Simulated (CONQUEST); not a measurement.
Input and output of a self-consistent single point for a model cell of Al (Im-3m, 2 atoms in the cell; prototype structure) (CONQUEST).

Computed with CONQUEST with PBEsol, numerical atomic orbitals double-zeta with polarisation (the shipped basis), PseudoDojo norm-conserving potentials made for PBEsol.

```
CELL_PARAMETERS angstrom
      3.21449     0.00000     0.00000
      0.00000     3.21449     0.00000
      0.00000     0.00000     3.21449
ATOMIC_POSITIONS crystal
  Al 0.00000 0.00000 0.00000
  Al 0.50000 0.50000 0.50000
```

Reference input (self-consistent single point, DFT, PBEsol, numerical atomic orbitals double-zeta with polarisation (the shipped basis), PseudoDojo norm-conserving potentials made for PBEsol): basis = DZP; Diag.MPMeshX, Y, Z = 7 7 7; potentials = PseudoDojo norm-conserving PBEsol; Grid.GridCutoff = 70 Ha; DM.SolutionMethod = diagon; Diag.kT = 0.003675 Ha; Diag.GammaCentred = true; minE.SCTolerance = 1.0e-06; SC.MaxIters = 100; SC.LinearMixingFactor = 0.3; SC.KerkerPreCondition = true; SC.KerkerFactor = 0.3 1/bohr. This run's input differs from it in these lines:

```diff
@@ -13,3 +13,3 @@
 
-Grid.GridCutoff                70
+Grid.GridCutoff                28
 DM.SolutionMethod              diagon
```

Log, with long lists cut:

```
    new_SC_potl: Starting.  Tolerance:  0.10000E-05

    PulayMixSC: Starting Pulay mixing, A_up =  0.300 A_dn =  0.300
    PulayMixSC: Spin non-polarised calculation.
    PulayMixSC: with Kerker preconditioning, q0 =  0.300
          Harris-Foulkes Energy            :        -4.622900582548487 Ha
          GroundState Energy (E-(1/2)TS)   :        -4.623605416426692 Ha
          Free Energy (E-TS)               :        -4.624310250304896 Ha
          DFT Total Energy                 :        -4.621716781745205 Ha
          Total number of electrons        :         6.000000000000018
   [... lines left out ...]
          Total number of electrons        :         6.000056039722302
    PulayMixSC: Pulay iteration     7 residual:              0.10869E-05
          Harris-Foulkes Energy            :        -4.621803856781202 Ha
          GroundState Energy (E-(1/2)TS)   :        -4.622494601585452 Ha
          Free Energy (E-TS)               :        -4.623185346389703 Ha
          DFT Total Energy                 :        -4.621803856793475 Ha
          Total number of electrons        :         6.000056262429077
    PulayMixSC: Pulay iteration     8 residual:              0.87696E-06
    PulayMixSC: Reached SCF tolerance of  0.87696E-06 after      8 iterations
      | Number of electrons      =         6.000056
      |* band energy as 2Tr[K.H] =        -2.243142150456671 Ha
      |  screened ion-ion energy =        -2.387587850872565 Ha
      |  Ha correction           =         0.002139671390491 Ha
      |  XC correction           =         0.006786445860365 Ha
      | GS Energy as E-(1/2)TS   =        -4.622494601585452 Ha
      | Free Energy as E-TS      =        -4.623185346389703 Ha
      |* Harris-Foulkes energy   =        -4.621803856781202 Ha
      |* DFT total energy        =        -4.621803856793475 Ha
      |  estimated accuracy      =         0.000000000012273 Ha

    force: Forces on atoms (Ha/a0)
    force:  Atom   X              Y              Z
   [... lines left out ...]
    force: Maximum force :        0.00000000(Ha/a0) on atom         1 in z direction
   [... lines left out ...]
    force: Force Residual:        0.00000000 Ha/a0
    force: Total stress:         -0.94724761     0.00000000     0.00000000 GPa
                             0.00000000    -0.94724761     0.00000000
                             0.00000000     0.00000000    -0.94724761
    force: Average pressure:      0.94724761 GPa

    force: Finished force
    get_E_and_F: Change in energy during last step of electronic optimisation: -0.19385E-06
```

The run converged in 8 iterations. CONQUEST prints the stress tensor with tension positive. Against the reference run the free energy goes down by 3.3 meV/atom and the pressure goes from 0.57 to 0.95 GPa.

The cell was set up from a structure prototype or typed lattice constants and was not relaxed beforehand at this level. The program uses no crystal symmetry, so grid and mesh can part values that symmetry would make equal. The atom-centred basis is finite, which shifts total energies and pressures against plane waves. This run is one point of a test of settings, so its values need not be converged; read them against the reference run alone. No clean gap shows at this smearing width and mesh (spacing up to 0.28 Å⁻¹); the mesh is coarse for partly filled bands, so the values carry mesh errors.

Cost on one core: very roughly 40 core-seconds.
